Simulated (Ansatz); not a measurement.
ZrC (rock salt, Fm-3m) under volume change, PBEsol (plane waves, PAW; program Ansatz), scaled uniformly.

| V (Å³/atom) | E − E(relaxed) (meV/atom) | P (GPa) |
|---|---|---|
| 11.576 | 89.1 | 26.98 |
| 11.958 | 37.5 | 16.59 |
| 12.339 | 8.9 | 7.67 |
| 12.721 | 0.0 | 0.00 |
| 13.102 | 8.0 | -6.59 |
| 13.484 | 30.6 | -12.24 |
| 13.866 | 65.7 | -17.10 |

Task: What does a third-order Birch–Murnaghan fit give for V₀, B₀ and B′?

Result: V₀ = 12.72 Å³/atom, B₀ = 236 GPa, B′ = 4.0.

The PBEsol relaxation kept the symmetry of its start; of distortions, only those at the zone centre were tested. The run is not spin-polarised.

Potentials: the later of the program's two PAW sets.
